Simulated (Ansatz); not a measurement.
A generator proposed this cell of Li3H8.

```cif
data_structure
_symmetry_space_group_name_H-M 'R-3m:H'
_symmetry_Int_Tables_number 166
_cell_length_a 5.5362
_cell_length_b 5.5362
_cell_length_c 10.2737
_cell_angle_alpha 90.000
_cell_angle_beta 90.000
_cell_angle_gamma 120.000
_cell_volume 272.69
loop_
_atom_site_label
_atom_site_type_symbol
_atom_site_symmetry_multiplicity
_atom_site_Wyckoff_symbol
_atom_site_fract_x
_atom_site_fract_y
_atom_site_fract_z
_atom_site_occupancy
Li1 Li 9 e 0.16667 0.33333 0.33333 1
H1 H 18 h 0.22069 0.77931 0.90421 1
H2 H 6 c 0.33333 0.66667 0.32938 1
```

Computed with Ansatz 0.2.0, DFT PBE, scalar-relativistic, plane waves, PAW. Cutoff 420 eV; k points 6×6×6 on the computed 11-atom cell (Γ-centred); Gaussian smearing, width 0.10 eV; no spin polarisation.

Formation energies are uncorrected and refer to the elements' standard structures at the same level (H₂ as a molecule).

Problem. Estimate its pressure, forces and energy as it stands.

Solution. The pressure is 4.6 GPa (the mean over three directions, positive in compression), the largest force is 1.84 eV/Å, and the energy is +0.74 eV/atom against the elements. The shortest distance is 1.49 Å.

Problem. How much does it gain on relaxing, and where does it end?

Solution. Relaxing gains about 0.74 eV/atom (the start's value is from the coarse mesh, so the gain is rough) in 29 ionic steps and ends at +0.01 eV/atom on the finer mesh. The symmetry stays R-3m (No. 166). The volume per atom grows by 73.3 %, from 8.3 to 14.3 Å³. The shortest distance goes from 1.49 Å (H–H) to 0.77 Å (H–H). The ratio c/a of the conventional cell changes by a factor of 1.41. Conventional cell: a = 5.929 Å, c = 15.523 Å. Li is surrounded by 2 H at 1.73 Å; H on a site of symmetry m has 1 H at 0.77 Å; H on a site of symmetry 3m is surrounded by 3 Li at 1.73 Å.

The last run used a 9×9×9 mesh for its 11-atom cell and Gaussian smearing of 0.10 eV. The k mesh leaves some 4 meV/atom of noise in the energy of each metallic cell. No dispersion correction is applied, so the spacing and binding between layers, chains or molecules are poorly described. The cell is a metal run without spin; a magnetic state may lie lower. With hydrogen, zero-point motion can shift formation energies by some tens of meV/atom. The relaxation can't lower the symmetry of the start. A structure relaxed within its symmetry needn't be a true minimum.
